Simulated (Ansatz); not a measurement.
ZrIr:
```xyz
2
Lattice="3.0790 0.0000 0.0000 0.0000 3.0790 0.0000 0.0000 0.0000 3.6435" Properties=species:S:1:pos:R:3 pbc="T T T"
Zr     1.5395     1.5395     1.8218
Ir     0.0000     0.0000     0.0000
```

Relaxed with PBEsol. Special points in fractions of this cell's reciprocal vectors: Γ (0.000, 0.000, 0.000); X (0.000, 0.500, 0.000); M (0.500, 0.500, 0.000); Z (0.000, 0.000, 0.500); R (0.000, 0.500, 0.500); A (0.500, 0.500, 0.500).

Task: List the band energies nearest the Fermi level at these points for plane-wave PAW PBEsol with spin–orbit coupling (Ansatz code).

Result: In eV from the Fermi level; about four levels below and three above (degenerate sets whole), none deeper than 8.9 eV; points with the same levels are listed once.

```tsv
k	below	above
Γ	-2.48 -2.48 -1.43 -1.43	0.39 0.39 2.17 2.17
X	-1.10 -1.10 -0.60 -0.60	1.01 1.01 1.32 1.32
M	-4.63 -4.63 -0.05 -0.05	0.95 0.95 1.19 1.19
Z	-1.17 -1.17 -1.00 -1.00	1.53 1.53 1.84 1.84
R	-3.12 -3.12 -1.79 -1.79	0.20 0.20 0.24 0.24
A	-1.88 -1.88 -1.11 -1.11	0.04 0.04 3.91 3.91
```

Space group P4/mmm (L1₀ or tetragonal B2). The first step of the workflow began from a Materials Project structure, measured or hypothetical; the Crystallography Open Database copy checked does not list it. COD files the formula under space group No. 221, so this cell is another polymorph or a model. With Zr and Ir taken as one species the cell has the higher symmetry I4/mmm, so it may be an ordered model of a mixed-site phase. Whether it is the stable phase at ambient conditions was not checked. The cell was relaxed with PBEsol under the symmetry of its start; of distortions, only those at the zone centre were tested. No spin polarisation was allowed.

Potentials: the later of the program's two PAW sets.
